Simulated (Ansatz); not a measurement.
## SrAs2Rh2: reading a single point

```xyz
5
Lattice="-2.8535 2.8224 0.0000 0.0000 2.8224 6.2902 2.8535 2.8224 0.0000" Properties=species:S:1:pos:R:3 pbc="T T T"
Sr    0.0000    0.0000    0.0000
Rh   -1.4268    4.2336    3.1451
Rh    1.4268    4.2336    3.1451
As    0.0000    5.6448    4.5440
As    0.0000    2.8224    1.7461
```

The numbers come from plane-wave PAW DFT (Ansatz): LDA, non-collinear spin, 420 eV, 5×5×5 Γ-centred k points, fermi-dirac occupations (width 0.1 eV). Nothing was relaxed.

The state carries no moments; the state need not be the lowest.

Describe some of the short contacts.

Rh–As at 2.45 Å: least valence density 0.54 e/Å³ and ELF 0.42 there. Rh–Rh at 2.82 Å: least valence density 0.32 e/Å³ and ELF 0.29 there. Sr–As at 3.32 Å: least valence density 0.10 e/Å³ and ELF 0.09 there. These are pseudo-fields; inside the PAW spheres they differ from the all-electron ones.

Is there a gap?

It is a metal, with about 2.8 states/eV a cell as the mean within 0.25 eV of the Fermi level, mostly Rh d (42 %) and As p (32 %).

Where is the largest force?

The largest is on As4 (and as large on other atoms): 0.22 eV/Å, components (0.00, 0.00, -0.22). It makes 55° with the line to a nearest neighbour, Rh3 at 2.45 Å.

How is the charge shared?

Bader charges in e: Sr +1.32, As -0.35, Rh -0.31. In the mean Sr gives up most and As takes most.

Is the cell too large or too small?

The pressure is -5.6 GPa (compression positive), so with the atoms held at these fractions the cell would first shrink. The principal stresses -6.7, -5.8, -4.4 GPa differ, so its shape would change too.

What is the formation energy?

-0.79 eV an atom against the elements' usual phases (free molecules for gases, crystals otherwise, with no correction for O₂ or N₂), so it is bound against them; other compounds may still compete. Relaxing would lower it.

Origin: a known structure type with other elements, at an estimated volume, so it need not be a known compound. Caveats: the k mesh is coarse if the cell is a metal.
